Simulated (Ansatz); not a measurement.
According to plane-wave PAW PBE (Ansatz code), Er$_{3}$Si$_{5}$ in the hexagonal phase (P-62m; Er on 3f, Si on 2d, Si on 3g) relaxes to a = 6.598 Å, c = 4.172 Å.

Electronic character: metallic (no gap). The magnetic state found is ferromagnetic. The net moment is 0.98 μB per atom.

The start of the workflow was typed in or built on a structure type; neither database checked (COD, Materials Project) lists it. Whether it is the stable phase at ambient conditions was not checked. The PBE relaxation kept the symmetry of its start; whether a distortion lowers the energy is not shown. Magnetic state: ferromagnetic, the only order run, not a proven ground state. The 4f shell is in the valence, and the state reached may lie above the lowest one. Other orbital occupations within this spin state were not tried. No Hubbard U is applied. Scalar-relativistic: spin–orbit coupling is off unless named, which matters more the heavier the elements.

Potentials: the earlier of the program's two PAW sets.
